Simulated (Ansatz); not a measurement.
Relaxed candidate structures of Pt:

A. Im-3m (No. 229), cI2, bcc (W type); a = b = c = 3.121 Å, α = β = γ = 90.00°; Pt 2a (0.000, 0.000, 0.000)

B. P6₃/mmc (No. 194), hP4, AFLOW prototype A_hP4_194_ac (A3', as in La); a = b = 2.752 Å, c = 9.198 Å, α = β = 90.00°, γ = 120.00°; Pt 2a (0.000, 0.000, 0.000); Pt 2c (0.333, 0.667, 0.250)

C. Fm-3m (No. 225), cF4, fcc (Cu type); a = b = c = 3.918 Å, α = β = γ = 90.00°; Pt 4a (0.000, 0.000, 0.000)

D. Pm-3m (No. 221), cP1, simple cubic type; a = b = c = 2.587 Å, α = β = γ = 90.00°; Pt 1a (0.000, 0.000, 0.000)

E. Pm-3n (No. 223), cP8; a = 4.995 Å, b = 4.995 Å, c = 4.995 Å, α = 90.00°, β = 90.00°, γ = 90.00°; Pt 6c (0.000, 0.500, 0.250); Pt 2a (0.000, 0.000, 0.000)

F. Fd-3m, origin choice 1 (No. 227), cF16; a = 7.2812 Å, b = 7.2812 Å, c = 7.2812 Å, α = 90.00°, β = 90.00°, γ = 90.00°; Pt 16d (0.625, 0.625, 0.625)

**Question.** Order them by energy per atom (lowest first) at the level PBEsol (plane waves to 420 eV, PAW, scalar-relativistic; Ansatz, a program for electronic structure).

**Answer.** C (reference, the lowest of the structures calculated here), B (+0.03 eV/atom), A (+0.11 eV/atom), E (+0.29 eV/atom), D (+0.54 eV/atom), F (+1.00 eV/atom)

Probably no minimum, since a slightly shaken restart fell lower: Pm-3n, cP8 (by 0.29 eV/atom, to Fm-3m). Each run could gain symmetry but not lose that of its start, so entries can be saddle points. From databases, or of a type measured for this composition: Fm-3m, cF4, fcc (Cu type); the others are generated cells (placed on structure types, drawn at random, substituted or restacked) that were not matched to a known phase here. Static energies at zero pressure. No spin polarisation in the result.
